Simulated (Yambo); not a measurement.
```
GaAlN2
1.0
    3.14665     0.00000     0.00000
   -1.57333     2.72508     0.00000
    0.00000     0.00000     5.09823
N Al Ga
2 1 1
Cartesian
  1.57333   0.90836   0.57369
  0.00000   0.00000   3.19733
  0.00000   0.00000   5.09575
  1.57333   0.90836   2.53486
```

GaAlN2 (space group P3m1, No. 156): G0W0@PBEsol in Yambo (6×6×4 Γ-centred k mesh, 104 bands and a 10 Ry block in the screening, 104 bands in G with the Bruneval-Gonze terminator, plasmon pole fitted at 27.2 eV) on wavefunctions from Quantum ESPRESSO. With the symmetry operations that carry no fractional translation, the mesh has 24 irreducible k points, and the gap Γ → Γ is 3.777 eV.

**Question.** What changes when point-group symmetry is switched off and time reversal alone is kept?

**Answer.** The mesh then has 76 irreducible points. The exact result doesn't change; the run gives 3.772 eV, and the difference is numerical residue, whose source wasn't traced. Rough time against the symmetric run: about 3× for the empty bands, about 3× for Yambo (2 states against 4).

Spin-orbit coupling is not included.

Geometry relaxed with PBEsol.

The structure is a Materials Project entry; no match was found in the copy of COD used, and its stability was not checked.
